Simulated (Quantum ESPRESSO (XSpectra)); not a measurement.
Quantum ESPRESSO (XSpectra) run for X-ray absorption at the O K edge of ZnO (P6₃mc). Geometry: Materials Project entry mp-2133 (a computed structure). The cell is the entry's, not relaxed again. The ground-state test found a gap, so occupations are fixed and the excited electron is left out (charged cell on a uniform background); energies count from the highest occupied level. pw.x input:

```
&CONTROL
  calculation = 'scf'
  prefix = 'x'
  pseudo_dir = './pseudo'
  outdir = './out'
/
&SYSTEM
  ibrav = 0
  nat = 32
  ntyp = 3
  ecutwfc = 70
  input_dft = 'PZ'
  tot_charge = 1
  occupations = 'fixed'
/
&ELECTRONS
  conv_thr = 3.2e-07
  mixing_beta = 0.4
/
ATOMIC_SPECIES
Oh 15.999 O.lda-tm-gipaw-star1s.UPF
Zn 65.380 Zn.upf
O 15.999 O.lda-tm-gipaw.UPF
CELL_PARAMETERS angstrom
   4.856024779    2.803627213    5.222060000
   4.856024779    2.803627213   -5.222060000
  -3.237349852    5.607254426    5.222060000
ATOMIC_POSITIONS crystal
Zn     0.416961669    0.916371666    0.999999997
Zn     0.541961669    0.291371666    0.249999997
Zn     0.791961669    0.041371666    0.749999997
Zn     0.916961669    0.416371666    0.999999997
Zn     0.666961669    0.666371666    0.499999997
Zn     0.166961669    0.166371666    0.499999997
Zn     0.041961669    0.791371666    0.249999997
Zn     0.291961669    0.541371666    0.749999997
Zn     0.958628331    0.208038334    0.250000002
Zn     0.083628331    0.583038334    0.500000002
Zn     0.333628331    0.333038334    0.000000002
Zn     0.458628331    0.708038334    0.250000002
Zn     0.208628331    0.958038334    0.750000002
Zn     0.708628331    0.458038334    0.750000002
Zn     0.583628331    0.083038334    0.500000002
Zn     0.833628331    0.833038334    0.000000002
Oh     0.606526669    0.726806666    0.999999997
O      0.731526669    0.101806666    0.249999997
O      0.981526669    0.851806666    0.749999997
O      0.106526669    0.226806666    0.999999997
O      0.856526669    0.476806666    0.499999997
O      0.356526669    0.976806666    0.499999997
O      0.231526669    0.601806666    0.249999997
O      0.481526669    0.351806666    0.749999997
O      0.148193331    0.018473334    0.250000002
O      0.273193331    0.393473334    0.500000002
O      0.523193331    0.143473334    0.000000003
O      0.648193331    0.518473334    0.250000002
O      0.398193331    0.768473334    0.750000002
O      0.898193331    0.268473334    0.750000002
O      0.773193331    0.893473334    0.500000002
O      0.023193331    0.643473334    0.000000002
K_POINTS automatic
2 2 2 0 0 0
```

xspectra.x input:

```
&input_xspectra
  calculation = 'xanes_dipole'
  edge = 'K'
  prefix = 'x'
  outdir = './out'
  xonly_plot = .false.
  xiabs = 1
  xcoordcrys = .false.
  xepsilon(1) = 1.0
  xepsilon(2) = 0.0
  xepsilon(3) = 0.0
  xniter = 1500
  xcheck_conv = 50
  xerror = 0.002
  x_save_file = 'x0.sav'
/
&plot
  xnepoint = 451
  xemin = -5.0
  xemax = 40.0
  xgamma = 0.5
  terminator = .true.
  cut_occ_states = .true.
/
&pseudos
  filecore = 'core.wfc'
/
&cut_occ
  cut_desmooth = 0.1
  cut_stepl = 0.01
  cut_ierror = 1e-6
/
4 4 4 1 1 1
```

End of the pw.x output:

```
     3.9809   4.0083   4.0320   4.0536   4.1114   4.1210   4.1449   4.1596
     4.1951   4.2016   4.2199   4.2361   4.2808   4.3050   4.3245   4.4018
     4.4622   4.4704   4.4856   4.5119   4.5643   4.5799   4.5954   4.6433
     4.6832   4.7963   4.8443   4.8772   4.9048   4.9157   4.9212   4.9267
     4.9574   4.9640   4.9787   5.0046   5.0153   5.0220   5.0372   5.0658
     5.0847   5.0901   5.1076   5.1111   5.1430   5.1527   5.1742   5.2158
     5.2456   5.2973   5.3027   5.5818   5.6447   5.7446   5.8300   5.8704
     5.9241   5.9587   6.0681   6.2006   6.2869   6.3482   6.3676   6.4035
     6.5449   6.5850   6.7723   7.0703   7.1462   7.2524   7.3006   7.3401
     7.4122   7.6017   7.6121   7.6557   7.7524   7.7948   7.8850   7.9268
     8.0356   8.0787   8.2075   8.2371   8.2844   8.3291   8.4244   8.4466
     8.4738   8.5061   8.5792   8.5973   8.8884   8.9470   9.0095   9.1063

     highest occupied level (ev):     9.3612

!    total energy              =   -7214.10416551 Ry
     estimated scf accuracy    <       0.00000010 Ry

     The total energy is the sum of the following terms:
     one-electron contribution =   -4920.63706980 Ry
     hartree contribution      =    2603.61734584 Ry
     xc contribution           =    -821.43969914 Ry
     ewald contribution        =   -4075.64474241 Ry

     convergence has been achieved in  12 iterations

     XML data file, charge density, pseudopotentials, collected wavefunctions
```

xspectra.x output, shortened:

```
... Begin STEP 1 ...

        Radial transition matrix element(s) used in the calculation of the
        initial vector of the Lanczos basis (|tilde{phi}_abs> normalized)
        | For PAW proj. (l=1) #1: radial matrix element =   0.141535429
        | For PAW proj. (l=1) #2: radial matrix element =   0.174719217

NB: the    16 k-point are not all listed below because npool=  4
        |-------------------------------------------------------------
        ! k-point #     1:  ( 0.0740,  0.2135,  0.0000),  0.0312,   1
        |-------------------------------------------------------------
 okvan= F
        |   Norm of the initial Lanczos vector: 0.10086550E+00
        !   => CONVERGED at iter    850 with error=  0.00101205
        |-------------------------------------------------------------
        ! k-point #     2:  (-0.0740,  0.4697,  0.0000),  0.0312,   1
        |-------------------------------------------------------------
 okvan= F
        |   Norm of the initial Lanczos vector: 0.10086549E+00
        !   => CONVERGED at iter    850 with error=  0.00159668
        |-------------------------------------------------------------
        ! k-point #     3:  (-0.2219,  0.7260,  0.0000),  0.0312,   1
        |-------------------------------------------------------------
 okvan= F
        |   Norm of the initial Lanczos vector: 0.10086550E+00
        !   => CONVERGED at iter    850 with error=  0.00113865
        |-------------------------------------------------------------

        ...
... Begin STEP 2 ...

     The spectrum is calculated using the following parameters:
        energy-zero of the spectrum [eV]:    9.3612
        the occupied states are elimintate from the spectrum
        xemin [eV]:  -5.00
        xemax [eV]:  40.00
        xnepoint:  451
        constant broadening parameter [eV]:    0.500
        Core level energy [eV]:  -543.1
         (from electron binding energy of neutral atoms in X-ray data booklet)

     Cross-section successfully written in xanes.dat

     ... End STEP 2 ...

     xanes        :    278.83s CPU    279.27s WALL (       1 calls)

     -------------------------------------------------------------------------
                                END JOB XSpectra
     -------------------------------------------------------------------------
```

xanes.dat for the field along x, every fifth line (energy in eV, cross section):

```
   -5.000   5.6060e-04
   -4.500   6.0840e-04
   -4.000   6.6370e-04
   -3.500   7.2790e-04
   -3.000   8.0360e-04
   -2.500   8.9390e-04
   -2.000   1.0030e-03
   -1.500   1.1380e-03
   -1.000   1.3080e-03
   -0.500   1.5310e-03
    0.000   1.8340e-03
    0.500   2.2850e-03
    1.000   3.0390e-03
    1.500   4.2630e-03
    2.000   6.3350e-03
    2.500   9.1280e-03
    3.000   1.4460e-02
    3.500   2.1530e-02
    4.000   2.9670e-02
    4.500   3.8230e-02
    5.000   4.2450e-02
    5.500   4.6120e-02
    6.000   4.8290e-02
    6.500   5.3640e-02
    7.000   5.9040e-02
    7.500   6.8760e-02
    8.000   6.3930e-02
    8.500   3.7180e-02
    9.000   2.3510e-02
    9.500   1.9200e-02
   10.000   1.8160e-02
   10.500   1.8830e-02
   11.000   2.0040e-02
   11.500   2.0260e-02
   12.000   2.3090e-02
   12.500   2.4670e-02
   13.000   2.7740e-02
   13.500   2.8670e-02
   14.000   2.6340e-02
   14.500   1.8820e-02
   15.000   1.4900e-02
   15.500   1.3490e-02
   16.000   1.0740e-02
   16.500   8.4420e-03
   17.000   7.9480e-03
   17.500   8.1720e-03
   18.000   8.3150e-03
   18.500   8.7560e-03
   19.000   9.7540e-03
   19.500   1.3200e-02
   20.000   1.6000e-02
   20.500   1.6150e-02
   21.000   1.6150e-02
   21.500   1.7150e-02
   22.000   1.9090e-02
   22.500   2.2540e-02
   23.000   2.5270e-02
   23.500   2.3260e-02
   24.000   2.3570e-02
   24.500   2.8670e-02
   25.000   3.6850e-02
   25.500   4.1400e-02
   26.000   4.0970e-02
   26.500   3.9750e-02
   27.000   3.6020e-02
   27.500   3.0260e-02
   28.000   2.7120e-02
   28.500   2.2770e-02
   29.000   1.8450e-02
   29.500   1.7410e-02
   30.000   1.7860e-02
   30.500   1.7580e-02
   31.000   1.9210e-02
   31.500   1.9500e-02
   32.000   1.7050e-02
   32.500   1.5300e-02
   33.000   1.4560e-02
   33.500   1.3780e-02
   34.000   1.3670e-02
   34.500   1.4720e-02
   35.000   1.5230e-02
   35.500   1.4100e-02
   36.000   1.3990e-02
   36.500   1.4200e-02
   37.000   1.4380e-02
   37.500   1.5790e-02
   38.000   1.6140e-02
   38.500   1.5860e-02
   39.000   1.6620e-02
   39.500   1.7490e-02
   40.000   1.6670e-02
```
